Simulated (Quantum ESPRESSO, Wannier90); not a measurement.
**Wannierisation of InSe (R3m)**

Cell from Materials Project (mp-22691), symmetrised, no further relaxation. COD (Crystallography Open Database) has the formula in 2 space groups, this one among them (matched by group alone). Method: PBEsol plane waves in Quantum ESPRESSO 7.5 (PseudoDojo norm-conserving files, 69 Ry, spinors with spin-orbit coupling), Bloch states on a 4×4×4 mesh through Γ, Wannier90 4.0.1. Density: 10×10×10 mesh, Gaussian smearing 0.01 Ry. The cell is built of weakly bound layers, chains or molecules, whose nearest atoms lie 4.03 Å apart. Database cells relaxed without dispersion often hold them too far apart, which can enlarge gaps and weakens couplings between them; spacing and stacking were not compared with the measured crystal.

On the energy scale of pw.x, whose zero is arbitrary, the valence-band maximum lies at 6.95 eV.

Input w.win:

```
num_bands = 18
num_wann = 18
exclude_bands = 1-40,59-92
spinors = true
num_iter = 800
conv_tol = 1.0e-6
conv_window = 4
write_hr = true
write_u_matrices = true
auto_projections = true
begin unit_cell_cart
ang
   -2.0233451426    3.5045365883    0.0000000000
   -4.0466902853    0.0000000000    0.0000000000
   -2.0233451426    1.1681788628    8.6085230000
end unit_cell_cart
begin atoms_frac
In   0.1103500000  0.1103500000 -0.3310500000
In   0.0018300000  0.0018300000 -0.0054900000
Se  -0.3802870000 -0.3802870000  0.1408610000
Se  -0.1741930000 -0.1741930000 -0.4774210000
end atoms_frac
mp_grid = 4 4 4
begin kpoints
0.0000000000 0.0000000000 0.0000000000
0.0000000000 0.0000000000 0.2500000000
0.0000000000 0.0000000000 0.5000000000
... (61 more lines: the 4x4x4 mesh through Gamma)
end kpoints
```

Input of pw2wannier90.x that gives the overlap and projection files (equivalent; here they were cut from one run over all bands):

```
&inputpp
  outdir = './out'
  prefix = 'pwscf'
  seedname = 'w'
  write_amn = .true.
  write_mmn = .true.
  scdm_proj = .true.
  scdm_entanglement = 'isolated'
/
```

Output w.wout (banner and timings cut):

```
                                    ------
                                    SYSTEM
                                    ------

                              Lattice Vectors (Ang)
                    a_1    -2.023345   3.504537   0.000000
                    a_2    -4.046690   0.000000   0.000000
                    a_3    -2.023345   1.168179   8.608523

                   Unit Cell Volume:     122.08413  (Ang^3)

                        Reciprocal-Space Vectors (Ang^-1)
                    b_1     0.000000   1.792872  -0.243293
                    b_2    -1.552673  -0.896436  -0.243293
                    b_3     0.000000   0.000000   0.729880

 *----------------------------------------------------------------------------*
 |   Site       Fractional Coordinate          Cartesian Coordinate (Ang)     |
 +----------------------------------------------------------------------------+
 | in   1   0.11035   0.11035  -0.33105   |   -0.00000  -0.00000  -2.84985    |
 | in   2   0.00183   0.00183  -0.00549   |   -0.00000  -0.00000  -0.04726    |
 | se   1  -0.38029  -0.38029   0.14086   |    2.02335  -1.16818   1.21261    |
 | se   2  -0.17419  -0.17419  -0.47742   |    2.02335  -1.16818  -4.10989    |
 *----------------------------------------------------------------------------*
                                ------------
                                K-POINT GRID
                                ------------

             Grid size =  4 x  4 x  4      Total points =   64

 *---------------------------------- MAIN ------------------------------------*
 |  Number of Wannier Functions               :                18             |
 |  Number of Objective Wannier Functions     :                18             |
 |  Number of input Bloch states              :                18             |
 |  Output verbosity (1=low, 5=high)          :                 1             |
 |  Timing Level (1=low, 5=high)              :                 1             |
 |  Optimisation (0=memory, 3=speed)          :                 3             |
 |  Length Unit                               :               Ang             |
 |  Post-processing setup (write *.nnkp)      :                 F             |
 |  Using Gamma-only branch of algorithms     :                 F             |
 *----------------------------------------------------------------------------*
 *------------------------------- WANNIERISE ---------------------------------*
 |  Total number of iterations                :               800             |
 |  Number of CG steps before reset           :                 5             |
 |  Trial step length for line search         :             2.000             |
 |  Convergence tolerence                     :         0.100E-05             |
 |  Convergence window                        :                 4             |
 |  Iterations between writing output         :                 1             |
 |  Iterations between backing up to disk     :               100             |
 |  Write r^2_nm to file                      :                 F             |
 |  Write xyz WF centres to file              :                 F             |
 |  Write on-site energies <0n|H|0n> to file  :                 F             |
 |  Use guiding centre to control phases      :                 F             |
 |  Use phases for initial projections        :                 F             |
 *----------------------------------------------------------------------------*
 *-------------------------------- PLOTTING ----------------------------------*
 |  Plotting Hamiltonian in WF basis          :                 T             |
 *----------------------------------------------------------------------------*

       ... (k-mesh section left out)

 Starting a new Wannier90 calculation ...

 Reading overlaps from w.mmn

 Reading projections from w.amn

 *------------------------------- WANNIERISE ---------------------------------*
 +--------------------------------------------------------------------+<-- CONV
 | Iter  Delta Spread     RMS Gradient      Spread (Ang^2)            |<-- CONV
 +--------------------------------------------------------------------+<-- CONV

 ------------------------------------------------------------------------------
 Initial State
  WF centre and spread    1  (  2.064995, -2.050772, -3.536762 )     4.18604266
  WF centre and spread    2  (  2.711843, -0.746007, -3.574496 )     3.84532040
  WF centre and spread    3  (  1.436513, -0.864255, -3.666324 )     4.44985459
  WF centre and spread    4  (  1.209043, -0.670779,  0.643586 )     4.79300629
  WF centre and spread    5  ( -0.007381,  1.729005,  0.686914 )     5.43052183
  WF centre and spread    6  ( -1.237309, -0.648711,  0.595730 )     4.74097790
  WF centre and spread    7  (  0.002850, -0.015522,  4.488394 )     3.79464169
  WF centre and spread    8  (  2.024322, -1.157517,  1.126720 )     4.39331294
  WF centre and spread    9  (  0.001627,  0.171387, -1.820510 )     6.74291437
  WF centre and spread   10  ( -0.236919, -0.084308, -0.364383 )     9.61814983
  WF centre and spread   11  ( -0.009614,  0.179862, -3.027323 )    10.41800101
  WF centre and spread   12  (  0.188795,  0.480190,  0.016241 )    11.07805152
  WF centre and spread   13  (  0.041782,  0.168258,  0.315695 )    10.18652871
  WF centre and spread   14  ( -0.467024, -0.457179, -3.068987 )     8.50888631
  WF centre and spread   15  (  0.080413, -0.161345, -0.140981 )    12.85771634
  WF centre and spread   16  (  0.003785,  1.077455, -2.857669 )     7.30413107
  WF centre and spread   17  ( -0.003151,  2.254692,  0.447916 )     8.64925606
  WF centre and spread   18  (  1.573394, -0.898834, -3.470210 )     6.76614886
  Sum of centres and spreads (  9.377966, -1.694379,-17.206448 )   127.76346240

      0     0.128E+03     0.0000000000      127.7634624020  <-- CONV
        O_D=     13.5174837 O_OD=     78.0781453 O_TOT=    127.7634624 <-- SPRD
 ------------------------------------------------------------------------------
      1    -0.966E+00    40.1767905826      126.7979043648  <-- CONV
        O_D=     12.5864422 O_OD=     78.0436288 O_TOT=    126.7979044 <-- SPRD
      2    -0.321E+01     9.1392200480      123.5886298498  <-- CONV
        O_D=     10.4924860 O_OD=     76.9283104 O_TOT=    123.5886298 <-- SPRD
      3    -0.113E+02     6.0524647291      112.2805816489  <-- CONV
        O_D=      6.7121145 O_OD=     69.4006337 O_TOT=    112.2805816 <-- SPRD
      4    -0.123E+02     4.5087213295       99.9463526980  <-- CONV
        O_D=      5.7249132 O_OD=     58.0536060 O_TOT=     99.9463527 <-- SPRD
      5    -0.244E+01     6.5632774527       97.5063059505  <-- CONV
        O_D=      5.1730877 O_OD=     56.1653849 O_TOT=     97.5063060 <-- SPRD
       ... (lines left out)
    100    -0.183E-03     0.0195924006       39.5998597271  <-- CONV
        O_D=      0.0787415 O_OD=      3.3532848 O_TOT=     39.5998597 <-- SPRD
       ... (lines left out)
    143    -0.452E-06     0.0011331847       39.5986509290  <-- CONV
        O_D=      0.0786796 O_OD=      3.3521379 O_TOT=     39.5986509 <-- SPRD
    144    -0.400E-06     0.0010170940       39.5986505285  <-- CONV
        O_D=      0.0786796 O_OD=      3.3521375 O_TOT=     39.5986505 <-- SPRD
    145    -0.367E-06     0.0013713094       39.5986501618  <-- CONV
        O_D=      0.0786796 O_OD=      3.3521371 O_TOT=     39.5986502 <-- SPRD
             <<<     Delta < 1.000E-06  over  4 iterations     >>>
             <<< Wannierisation convergence criteria satisfied >>>
 Final State
  WF centre and spread    1  (  2.023324, -1.925456, -3.641233 )     2.09409414
  WF centre and spread    2  (  2.679153, -0.789527, -3.641216 )     2.09411502
  WF centre and spread    3  (  1.367478, -0.789518, -3.641382 )     2.09393945
  WF centre and spread    4  (  1.366045, -0.788744,  0.743777 )     2.10457646
  WF centre and spread    5  (  0.000002,  1.577310,  0.744080 )     2.10426268
  WF centre and spread    6  ( -1.366050, -0.788738,  0.743783 )     2.10457500
  WF centre and spread    7  (  0.000073, -0.000031,  4.195304 )     2.16024527
  WF centre and spread    8  (  2.023365, -1.168061,  1.506247 )     2.19210982
  WF centre and spread    9  (  0.000000,  0.000000, -1.448475 )     2.85125117
  WF centre and spread   10  (  0.000000, -0.000001, -1.448474 )     2.85123742
  WF centre and spread   11  (  1.367549, -0.789575, -3.641113 )     2.09423131
  WF centre and spread   12  ( -0.657462,  2.715987,  0.744574 )     2.10379652
  WF centre and spread   13  ( -0.000156,  1.577506,  0.743434 )     2.10493398
  WF centre and spread   14  ( -1.367489, -0.789565, -3.641290 )     2.09405556
  WF centre and spread   15  ( -1.366204, -0.788565,  0.743625 )     2.10473596
  WF centre and spread   16  (  0.000028,  1.579030, -3.641393 )     2.09394958
  WF centre and spread   17  (  0.000423,  2.336034,  1.506235 )     2.19227670
  WF centre and spread   18  (  2.023268, -1.168073, -4.413218 )     2.16026412
  Sum of centres and spreads (  8.093345,  0.000014,-17.486734 )    39.59865016

         Spreads (Ang^2)       Omega I      =    36.167833441
        ================       Omega D      =     0.078679621
                               Omega OD     =     3.352137100
    Final Spread (Ang^2)       Omega Total  =    39.598650162
```
